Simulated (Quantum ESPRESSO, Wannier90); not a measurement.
## CdS (zinc blende), plane waves to Wannier functions

Materials Project entry mp-2469; symmetrised, unrelaxed at this level. COD (Crystallography Open Database) has the formula in 2 space groups, this one among them (matched by group alone). Method: PBEsol plane waves in Quantum ESPRESSO 7.5 (PseudoDojo norm-conserving files, 82 Ry, no spin polarisation, no spin-orbit coupling), Bloch states on a 10×10×10 mesh through Γ, Wannier90 4.0.1. Density: 10×10×10 mesh, Gaussian smearing 0.01 Ry.

```
begin unit_cell_cart
ang
    0.0000000000    2.9429550000    2.9429550000
    2.9429550000    0.0000000000    2.9429550000
    2.9429550000    2.9429550000    0.0000000000
end unit_cell_cart
mp_grid = 10 10 10
```

Neighbour vectors b of the finite-difference formula (Å⁻¹), by shell:

| shell | b_x | b_y | b_z |
|---|---|---|---|
| 1 | 0.10675 | 0.10675 | -0.10675 |
| 1 | 0.10675 | -0.10675 | 0.10675 |
| 1 | -0.10675 | 0.10675 | 0.10675 |
| 1 | 0.10675 | 0.10675 | 0.10675 |
| 1 | -0.10675 | -0.10675 | 0.10675 |
| 1 | -0.10675 | 0.10675 | -0.10675 |
| 1 | 0.10675 | -0.10675 | -0.10675 |
| 1 | -0.10675 | -0.10675 | -0.10675 |

Question: Find the weights w_b from the completeness condition Σ_b w_b b_α b_β = δ_αβ.

Answer: Shell 1: Σ b_x² = 0.091, Σ b_y² = 0.091, Σ b_z² = 0.091 Å⁻²
Each of the three diagonal sums, weighted, has to give 1 and the off-diagonal ones 0, which holds for w_1 = 11.0 Å². Check on xx: 10.97×0.091 = 1.00.

On this mesh the 4 functions of bands 5,11-13 (valence bands; start: s functions at the bond centres, conv_tol = 1.0e-6) end with spreads 2.1798, 2.1798, 2.1798, 2.1798 Å², Ω_I = 8.4256 Å² and Ω_D = 0.0022 Å².

Ω_total is the sum of the spreads, 8.719 Å². Ω_OD = Ω_total − Ω_I − Ω_D = 0.291 Å². Only (Ω_D + Ω_OD)/Ω_total = 3.4 % depends on the gauge, and another start could lower the total by that share at most. The rms radius is √(Ω_total/4) = 1.48 Å.
